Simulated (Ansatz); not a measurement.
# RhN, one cell by several methods

```yaml
crystal:
  lattice:
    - [3.12206, 0.00000, 0.00000]
    - [-1.56103, 2.70379, 0.00000]
    - [0.00000, 0.00000, 5.77534]
  atoms:
    - { symbol: Rh, position: [0.33333, 0.66667, 0.00687] }
    - { symbol: Rh, position: [0.66667, 0.33333, 0.50687] }
    - { symbol: N, position: [0.33333, 0.66667, 0.36913] }
    - { symbol: N, position: [0.66667, 0.33333, 0.86913] }
```

Atom numbers follow the list: Rh1, Rh2, N3, N4.

Conventional cell: a = 3.122 Å, b = 3.122 Å, c = 5.775 Å, α = 90.00°, β = 90.00°, γ = 120.00°. Rh (atom 1) is surrounded by 4 N at 1.97 to 2.09 Å. Around N (atom 3) lie 4 Rh at 1.97 to 2.09 Å.

The cell was built from the wurtzite type and relaxed in the same program, and has space group P6_3mc; it needn't be a known or the stable phase.

All numbers are computed: DFT, PBE, PAW with Ansatz's default frozen-core files, scalar-relativistic (Ansatz 0.2.0); DFT, PBE, all-electron PAW with datasets made for the crystal, scalar-relativistic (Ansatz 0.2.0); DFT, PBE, all-electron LAPW, scalar-relativistic (Ansatz 0.2.0).

For PAW: a Γ-centred 15×15×8 k mesh, Fermi–Dirac smearing of 0.05 eV, cutoff 420 eV, no spin polarisation. The crystal-made all-electron datasets (AE datasets) take a cutoff of 460 eV at this cell. LAPW targets a basis error of 0.5 meV/atom. The Ansatz runs share mesh, smearing and spin set-up. Plane-wave (PAW) pressures include the program's estimate of the Pulay term.

Stress and pressure are positive in compression.

No spin–orbit coupling: at heavy atoms the gradients can be off by tens of per cent for that reason.

In a metal, gradients converge slowly with the k mesh: the values move by tens of per cent from one mesh to another, at times in sign, so only the comparison on one mesh counts.

Levels count from the Fermi level.

```json
{"quantity": "pressure (GPa)", "PAW": "0.00", "AE datasets": "0.06", "LAPW": "0.06"}
{"quantity": "highest filled level at L (eV)", "PAW": "-1.316", "AE datasets": "-1.316", "LAPW": "-1.316"}
{"quantity": "lowest empty level at L (eV)", "PAW": "0.326", "AE datasets": "0.325", "LAPW": "0.325"}
{"quantity": "highest filled level at Γ (eV)", "PAW": "-1.578", "AE datasets": "-1.580", "LAPW": "-1.580"}
{"quantity": "lowest empty level at Γ (eV)", "PAW": "1.216", "AE datasets": "1.216", "LAPW": "1.216"}
{"quantity": "field gradient Vzz at Rh1 (10²¹ V/m²)", "PAW": "?", "AE datasets": "?", "LAPW": "–"}
```

(1) Fill in "PAW" for the row "field gradient Vzz at Rh1 (10²¹ V/m²)".

(2) What belongs in the row "field gradient Vzz at Rh1 (10²¹ V/m²)", column "AE datasets"?

Results:

(1) -3.95.

(2) -3.88.
